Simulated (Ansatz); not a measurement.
**Relaxing a structure of Ni**

The start is a generated trial cell of Ni in the diamond structure type. The structure is fully relaxed (lattice and positions, P = 0) with r2SCAN (plane waves to 500 eV, PAW, scalar-relativistic; Ansatz, a program for electronic structure). The first steps use a coarse 12×12×12 k-mesh.

The start:
```yaml
crystal:
  lattice:
    - [0.00000, 2.30065, 2.30065]
    - [2.30065, 0.00000, 2.30065]
    - [2.30065, 2.30065, 0.00000]
  atoms:
    - { symbol: Ni, position: [0.25000, 0.25000, 0.25000] }
    - { symbol: Ni, position: [0.00000, 0.00000, 0.00000] }
```
Spin-polarised start, with parallel moments on Ni.

- Initial pressure: +51.4 GPa (positive: the cell is compressed)
- Outcome: The space group stays Fd-3m (No. 227) (the run could not lower it); the end is diamond type, with 2 atoms in the primitive magnetic cell
- Energy released: 0.46 eV/atom
- Volume change: +30.3 %, from 12.18 to 15.87 Å³/atom
- Shortest distances (start → end): The closest pairs of elements (up to four, under 3.6 Å), start → end: Ni–Ni 1.99 → 2.18 Å
- Band gap at the end: zero (metallic)
- Moments at the end: net 0.85 μB/atom, ferromagnetic
- Optimiser moves: 6

Relaxed structure:

```cif
data_Ni8
_chemical_formula_sum 'Ni8'
_space_group_name_H-M_alt 'Fd-3m :1'
_space_group_IT_number 227
_space_group_name_Hall 'F 4d 2 3 -1d'
_cell_length_a 5.02587
_cell_length_b 5.02587
_cell_length_c 5.02587
_cell_angle_alpha 90.000
_cell_angle_beta 90.000
_cell_angle_gamma 90.000
loop_
_atom_site_label
_atom_site_type_symbol
_atom_site_symmetry_multiplicity
_atom_site_Wyckoff_symbol
_atom_site_fract_x
_atom_site_fract_y
_atom_site_fract_z
_atom_site_occupancy
Ni1 Ni 8 a 0.00000 0.00000 0.00000 1
```
(The calculation used a cell of 2 atoms; values per cell refer to that cell.)

Final values are on a 16×16×16 k-mesh of the relaxed cell. Spin state reached: ferromagnetic (net 0.85 μB/atom), from parallel starting moments; other spin orders were not run from this start. r2SCAN tends to overstate moments in metals.

The run could not lose the symmetry of its start, so the end can be a saddle point.

All atoms sit on sites fixed by symmetry, so only the cell could relax.

The relaxed structure here is a generated cell of Ni: the first start was made by placing the elements on the sites of a structure type, and the end was not matched to a known phase here, so it may be hypothetical. Known forms of Ni include space group No. 225.
